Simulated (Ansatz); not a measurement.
A geometry of LiNbO3 away from equilibrium: step 11 of the relaxation of a randomly generated symmetric cell of LiNbO3 (space group No. 187). These are PBEsol (plane waves to 420 eV, PAW, scalar-relativistic; Ansatz, a first-principles code) values and carry that method's errors. Γ-centred k-mesh 8×8×2 on the run's cell (coarser than for final values), Fermi–Dirac smearing 0.05 eV. The plane waves were selected for a different cell earlier on the path.

```
LiNbO3
1.0
    3.48618     0.00000     0.00000
   -1.74309     3.01912     0.00000
    0.00000     0.00000    11.57345
Li Nb O
2 2 6
Direct
  0.00000   0.00000   0.00000
  0.33333   0.66667   0.50000
  0.00000   0.00000   0.30408
  0.00000   0.00000   0.69592
  0.66667   0.33333   0.60482
  0.66667   0.33333   0.39518
  0.00000   0.00000   0.84883
  0.00000   0.00000   0.15117
  0.33333   0.66667   0.69914
  0.33333   0.66667   0.30086
```

Question: What forces act on the atoms (eV/Å)?

Answer: 
```
atom    Fx    Fy     Fz
----  ----  ----  -----
Li1   0.00  0.00   0.00
Li2   0.00  0.00   0.00
Nb3   0.00  0.00  -0.13
Nb4   0.00  0.00   0.13
O5    0.00  0.00   0.51
O6    0.00  0.00  -0.51
O7    0.00  0.00   0.05
O8    0.00  0.00  -0.05
O9    0.00  0.00   0.46
O10   0.00  0.00  -0.46
```

The path ends in P-6m2 (No. 187). No spin polarisation in the result.

The run could not lose the symmetry of its start: the end is stationary, and may be a saddle point rather than a minimum.

The end of the path is a generated cell of LiNbO3: the first start was made by a random draw of sites in a space group, and the end was not matched to a known phase here, so it may be hypothetical. Known forms of LiNbO3 include space group No. 161.
